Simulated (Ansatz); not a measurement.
SnTePbSe:
```xyz
4
Lattice="4.4044 0.0000 0.0000 0.0000 4.4044 0.0000 0.0000 0.0000 6.1999" Properties=species:S:1:pos:R:3 pbc="T T T"
Sn     2.2022     2.2022     3.1000
Te     2.2022     2.2022     0.0000
Pb     0.0000     0.0000     0.0000
Se     0.0000     0.0000     3.1000
```

Relaxed with PBEsol. Special points in fractions of this cell's reciprocal vectors: Γ (0.000, 0.000, 0.000); X (0.000, 0.500, 0.000); M (0.500, 0.500, 0.000); Z (0.000, 0.000, 0.500); R (0.000, 0.500, 0.500); A (0.500, 0.500, 0.500).

Question: List the band energies nearest the Fermi level at these points for DFT-PBEsol with spin–orbit coupling in the program Ansatz with PAW potentials.

Answer: In eV from the Fermi level; about four levels below and three above (degenerate sets whole), none deeper than 8.9 eV; points with the same levels are listed once.

```
k                    below                above
-  -----------------------  -------------------
Γ  -1.66 -1.66 -1.61 -1.61  2.95 2.95 2.96 2.96
X  -0.82 -0.82 -0.78 -0.78  0.90 0.90 1.16 1.16
M  -3.18 -3.18 -3.08 -3.08  2.96 2.96 2.98 2.98
Z  -1.85 -1.85 -1.53 -1.53  2.03 2.03 2.37 2.37
R  -1.16 -1.16 -0.48 -0.48  0.01 0.01 0.16 0.16
A  -0.96 -0.96 -0.32 -0.32  1.34 1.34 1.38 1.38
```

Space group P4/mmm. The first step of the workflow began from a Materials Project structure, measured or hypothetical; the Crystallography Open Database copy checked does not list it. Whether it is the stable phase at ambient conditions was not checked. The cell was relaxed with PBEsol under the symmetry of its start. At this level the phase is dynamically unstable (imaginary phonons). The Fermi level of a semimetal is unsure by some 0.05 eV on such meshes.

Potentials: the later of the program's two PAW sets.
